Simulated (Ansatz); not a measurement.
TiTe2:
Space group P-3m1 (No. 164); a = 3.793 Å, b = 3.793 Å, c = 6.647 Å, α = 90.00°, β = 90.00°, γ = 120.00°

| atom | site | symmetry | x | y | z |
|---|---|---|---|---|---|
| Ti | 1a | -3m. | 0.0000 | 0.0000 | 0.0000 |
| Te | 2d | 3m. | 0.3333 | 0.6667 | 0.2545 |

Relaxed with r²SCAN+D4.

### Question
Tabulate the valence density and the electron localisation function along the shortest Ti–Te contact (2.77 Å), the program Ansatz at the r²SCAN+D4 level (PAW).

### Answer


| distance from Ti (Å) | density (e/Å³) | ELF |
|---|---|---|
| 0.28 | 9.02 | 0.24 |
| 0.42 | 7.09 | 0.57 |
| 0.55 | 4.56 | 0.71 |
| 0.69 | 2.34 | 0.68 |
| 0.83 | 1.01 | 0.49 |
| 0.97 | 0.51 | 0.28 |
| 1.11 | 0.37 | 0.26 |
| 1.25 | 0.34 | 0.44 |
| 1.38 | 0.37 | 0.65 |
| 1.52 | 0.44 | 0.70 |
| 1.66 | 0.55 | 0.64 |
| 1.80 | 0.70 | 0.54 |
| 1.94 | 1.05 | 0.45 |
| 2.08 | 2.29 | 0.32 |
| 2.21 | 5.00 | 0.15 |
| 2.35 | 8.95 | 0.04 |
| 2.49 | 13.15 | 0.01 |

The density is the valence pseudo-density with augmentation charge, so density and ELF within about 1 Å of a nucleus are not all-electron values.

The r²SCAN+D4 relaxation kept the symmetry of its start. The run is not spin-polarised. Spin–orbit coupling is left out wherever it is not named.

Potentials: the later of the program's two PAW sets.
